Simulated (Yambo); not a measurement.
# Excitons in KHF2

```
CELL_PARAMETERS angstrom
     -2.79946     2.79946     3.35283
      2.79946    -2.79946     3.35283
      2.79946     2.79946    -3.35283
ATOMIC_POSITIONS crystal
  H  0.50000 0.00000 0.50000
  H  0.00000 0.50000 0.50000
  F  0.35594 0.85594 0.21188
  F  0.64406 0.14406 0.78812
  F  0.85594 0.64406 0.50000
  F  0.14406 0.35594 0.50000
  K  0.75000 0.75000 0.00000
  K  0.25000 0.25000 0.00000
```

The geometry is that of Materials Project entry mp-23846, symmetrised and not relaxed again.

BSE in Yambo on PBEsol (pw.x of Quantum ESPRESSO, ONCV potentials, no spin-orbit coupling) bands: 4×4×4 mesh, 12 valence and 10 conduction bands, static screening with 63 bands and a 3 Ry block, scissor 4.30 eV, Tamm-Dancoff; field along x.

```
state  energy (eV)  states within 2 meV  relative strength   class    main transitions
-----  -----------  -------------------  -----------------  ------  ------------------
1             9.71                    1             < 0.01    dark      VB → CB (79 %)
2             9.85                    2             < 0.01    dark  several band pairs
3             9.93                    2               1.00  strong  several band pairs
4            10.01                    1             < 0.01    weak  several band pairs
5            10.26                    1             < 0.01    dark    VB−6 → CB (72 %)
6            10.52                    1             < 0.01    dark  several band pairs
7            10.55                    2               0.04  strong  several band pairs
8            10.75                    1             < 0.01    dark      VB → CB (92 %)
```

These are vertical excitations (zero momentum). The direct quasiparticle gap on this mesh is 11.54 eV; counted from there, state 1 is bound by 1.83 eV. Convergence with the mesh was not shown.

Spin singlets only. Strengths are relative to the strongest of the lowest states of this run; strong means a line over 3 % of the spectrum's maximum, dark under 0.03 %. Absolute energies carry the error of the G0W0 scissor, whose convergence isn't established; the long-wavelength screening was taken along (1,1,1) although the crystal is anisotropic.
